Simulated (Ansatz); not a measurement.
# Ca7TiN6 — 43Ca NMR of the central transition

Cell: a Materials Project structure (computed, not necessarily an observed phase), atoms as given.

Space group Ibam (No. 72); a = 6.3311, b = 11.5166, c = 12.8152 Å.

| site | Wyckoff | site symmetry | x | y | z |
| --- | --- | --- | --- | --- | --- |
| Ca1 | 8j | ..m | 0.7780 | 0.4549 | 0.5000 |
| Ca5 | 16k | 1 | 0.6274 | 0.2781 | 0.8742 |
| Ca13 | 4b | 222 | 0.5000 | 0.0000 | 0.2500 |
| Ti | 4a | 222 | 0.0000 | 0.0000 | 0.2500 |
| N17 | 16k | 1 | 0.1891 | 0.8947 | 0.1762 |
| N25 | 8j | ..m | 0.3890 | 0.8431 | 0.5000 |

One atom of each set is listed; the run and its k-mesh use a cell of 28 atoms with edges of 9.18, 9.18, 9.18 Å.

Level of theory: DFT, PBE, plane waves and PAW, scalar-relativistic, 420 eV cutoff, Γ-centred 5×5×5 k-points, Fermi–Dirac smearing 0.02 eV (Ansatz 0.2.0).

43Ca has I = 7/2 and Q = -40.80 mb (Pyykkö 2018); at 23.5 T its Larmor frequency is ν₀ = 67.4 MHz. Only the quadrupole interaction is simulated: positions count from each site's isotropic chemical shift, and J coupling is left out, as are shift anisotropy and dipolar coupling, which fast spinning averages.

Q: Give C_Q, η, the quadrupolar product P_Q = |C_Q|(1 + η²/3)^½, the second-order isotropic shift and the breadth of the pattern (fast magic-angle spinning) for each Ca site.

A: 

```
site                                   first shell  C_Q (MHz)     η  P_Q (MHz)  δ_QIS (ppm)  breadth (kHz)
 Ca1                            4 N at 2.43–2.47 Å      -4.44  0.80       4.89        -13.4           2.05
 Ca5  5 N at 2.39–2.90 Å; also 4 Ca at 3.19–3.23 Å       3.93  0.16       3.95        -8.75           1.32
Ca13                                 4 N at 2.50 Å       6.50  0.36       6.63        -24.7           3.84
```

δ_QIS = −(ν_Q²/30ν₀²)[I(I+1) − 3/4](1 + η²/3) × 10⁶ ppm with ν_Q = 3|C_Q|/[2I(2I−1)]; it falls as 1/B₀² in ppm, and the breadth as 1/B₀ in kHz.
